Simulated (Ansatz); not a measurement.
Si$_{2}$Ni (fluorite or antifluorite type, Fm-3m), plane-wave PAW r²SCAN (Ansatz code), all energies at zero smearing, with the estimated change up to a 700 eV cutoff added, with one set of potentials and settings (totals compare only within such a set). Cell of 3 atoms (2 Si, 1 Ni): -7124.465 eV.

| element | reference phase | E (eV/atom) |
|---|---|---|
| Si | Fd-3m, 2 atoms in the cell | -639.0665 |
| Ni | Fm-3m, 1 atoms in the cell, spin-polarised | -5845.2921 |

Formation energy per atom, worked out: (-7124.465 − 2×(-639.0665) − 1×(-5845.2921))/3 = -0.346 eV/atom (-33 kJ per mol of atoms), at 0 K, without zero-point energy or fitted corrections.

The cell was relaxed with r²SCAN under the symmetry of its start. The run is not spin-polarised. The references are the lowest solids computed at this level, not always the standard phases.

Potentials: the earlier of the program's two PAW sets.
